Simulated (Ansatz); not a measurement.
Cs2HgPdCl6 (space group I4/mmm): energy against volume

Cs2HgPdCl6 (space group I4/mmm)

```xyz
10
Lattice="-3.7456 3.7456 5.3794 3.7456 -3.7456 5.3794 3.7456 3.7456 -5.3794" Properties=species:S:1:pos:R:3 pbc="T T T"
Cs     0.0000     3.7456     2.6897
Cs     3.7456     0.0000     2.6897
Hg     0.0000     0.0000     5.3794
Pd     0.0000     0.0000     0.0000
Cl     0.0000     0.0000     7.7252
Cl     0.0000     0.0000     3.0336
Cl     1.6461     1.6461     0.0000
Cl     2.0994     2.0994     5.3794
Cl     2.0994    -2.0994     5.3794
Cl    -2.0994     2.0994     5.3794
```

E(V) scan at fixed shape, V₀ the volume above. The atoms relax within the cell's symmetry.

Method: r2SCAN (plane waves to 500 eV, PAW, scalar-relativistic; Ansatz, a quantum-chemistry and plane-wave program). k mesh 6×6×6 (Γ-centred), Fermi-Dirac smearing 0.05 eV. Energies are smeared free energies. Compression counts positive. With the shape held, the modulus is that of even scaling; a crystal free to change shape is softer. Cs2HgPdCl6 is run without spin polarisation and with no Hubbard U. Cs2HgPdCl6 was relaxed with its symmetry unable to fall. Spin-orbit coupling is left out, though Hg is heavy. ΔE is measured from the relaxed starting cell.

```tsv
V (Å³/cell)	ΔE (kJ/mol of atoms)	P (GPa)
283.76	0.68	1.36
286.78	0.46	1.09
289.80	0.29	0.85
292.82	0.16	0.61
295.84	0.07	0.39
298.86	0.02	0.18
301.88	0.00	-0.01
304.90	0.02	-0.18
307.91	0.06	-0.34
310.93	0.14	-0.49
313.95	0.24	-0.63
316.97	0.37	-0.76
319.99	0.52	-0.88
```

Summary:

Pressure at the smallest volume: 1.36 GPa
Energy cost of the largest compression: 7.1 meV/atom
Energy cost of the largest expansion: 5.4 meV/atom
Bulk modulus at fixed cell shape B₀ (third-order Birch-Murnaghan fit): 18.1 GPa
Pressure derivative B₀′ (fit): 6.5
Equilibrium volume of the fit: 30.18 Å³/atom
Pressure for 5 % compression (fit): 1.1 GPa

(Under strain, the slope of the energy per volume gives the stress and its curvature an elastic modulus.)
